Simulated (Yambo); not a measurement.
Convergence of the G0W0 gap of BeSe

G0W0@PBE for BeSe (zinc blende, space group F-43m, No. 216) in Yambo. Reference settings: 4×4×4 Γ-centred k mesh, bands 11 to 156 and a 15 Ry block in the screening, 156 bands in G with the Bruneval-Gonze terminator, plasmon pole fitted at 27.2 eV. The PBE gap Γ → X on this mesh is 2.62 eV; G0W0 gaps are taken between the same points.

```
change from the reference                   G0W0 gap Γ → X (eV)  shift of the valence edge (eV)        rough Yambo cost
------------------------------------------  -------------------  ------------------------------  ----------------------
reference settings                                         3.67                           -0.87                       1
33 bands in W, 33 bands in G                               3.56                           -0.48               about 1/2
54 bands in G                                              3.68                           -0.87                       –
wavefunctions cut at 50 Ry                                 3.69                           -0.86  within a factor of two
exchange cut at 20 Ry                                      3.17                           -0.13                       –
wavefunctions cut at 30 Ry                                 3.80                           -0.81  within a factor of two
33 bands in W, 33 bands in G, 6 Ry block                   3.51                           -0.43               about 1/8
33 bands in W, 33 bands in G, 12 Ry block                  3.56                           -0.48               about 1/5
54 bands in W, 54 bands in G, 6 Ry block                   3.51                           -0.59               about 1/4
83 bands in W, 83 bands in G, 6 Ry block                   3.51                           -0.66               about 1/3
54 bands in W, 54 bands in G, 9 Ry block                   3.58                           -0.67               about 1/3
120 bands in W, 120 bands in G, 9 Ry block                 3.63                           -0.81               about 1/2
12 Ry block                                                3.66                           -0.85  within a factor of two
pole fitted at 40 eV                                       3.69                           -0.93                       –
6×6×6 mesh                                                 3.69                           -0.88                about 5×
```

The reference isn't shown to be the converged limit. Costs are rough (shared machines), scaled to the same edge states, and given only for runs that recompute the screening.

Spin-orbit splittings are left out.

Geometry relaxed with PBEsol; primitive cell a = 3.628 Å, b = 3.628 Å, c = 3.628 Å, α = 60.00°, β = 60.00°, γ = 60.00°.

A shift is the quasiparticle energy of the state minus its PBE energy.

The potentials are those of PseudoDojo's stringent table.
